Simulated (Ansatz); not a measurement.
Cu Kα1 powder pattern (kinematic, no thermal factors).
2θ (°) (relative intensity): 14.56 (36), 18.86 (46), 23.91 (57), 26.70 (78), 26.89 (75), 29.36 (9), 30.55 (14), 30.71 (16), 35.13 (100), 38.26 (25), 40.24 (28), 41.14 (16), 42.86 (17), 43.11 (1), 44.69 (4), 45.50 (12), 45.74 (13), 48.91 (9), 48.95 (10), 52.81 (50), 52.83 (5), 52.93 (4), 53.02 (47), 55.02 (13), 55.43 (13), 57.23 (3), 57.63 (3), 58.89 (3), 60.26 (5), 60.92 (11), 61.02 (6), 62.27 (9), 62.56 (10), 63.59 (1), 63.65 (4), 63.84 (3), 63.96 (4), 64.34 (4), 64.38 (4), 64.62 (4), 67.16 (31), 67.70 (10), 67.80 (10), 70.32 (6), 70.59 (1), 72.69 (2), 73.48 (2), 73.84 (2), 74.08 (3), 74.26 (9), 74.61 (3), 76.84 (2), 77.35 (5), 77.52 (1), 79.75 (8), 79.86 (2), 80.11 (3), 80.27 (7), 81.76 (3), 81.91 (6), 83.76 (2), 84.91 (1), 85.17 (3), 86.59 (6), 86.68 (2), 86.93 (7), 87.02 (2), 87.70 (4), 88.47 (3), 89.01 (2), 89.29 (2), 89.52 (2), 89.84 (2)

The pattern is computed from a structure relaxed with DFT PBE, scalar-relativistic, plane waves, PAW in Ansatz 0.2.0. No spin polarisation. Its elements are Hf, O, Ti.

Q: Give the structure.

A: HfTi$_{3}$O$_{8}$.
Space group Cmmm (No. 65). a = 6.625 Å, b = 6.671 Å, c = 6.078 Å, α = 90.00°, β = 90.00°, γ = 90.00°
```json
{"atom": "Hf", "site": "2b", "symmetry": "mmm", "x": "0.5000", "y": "0.0000", "z": "0.0000"}
{"atom": "Ti", "site": "4k", "symmetry": "mm2", "x": "0.0000", "y": "0.0000", "z": "0.7444"}
{"atom": "Ti", "site": "2c", "symmetry": "mmm", "x": "0.5000", "y": "0.0000", "z": "0.5000"}
{"atom": "O", "site": "8o", "symmetry": ".m.", "x": "0.6995", "y": "0.0000", "z": "0.7362"}
{"atom": "O", "site": "4i", "symmetry": "m2m", "x": "0.5000", "y": "0.6867", "z": "0.0000"}
{"atom": "O", "site": "4j", "symmetry": "m2m", "x": "0.5000", "y": "0.6937", "z": "0.5000"}
```

A pattern alone doesn't exclude other cells with like lines; this is the one computed.

The cell was found from a structure generator's guess, not taken from experiment.
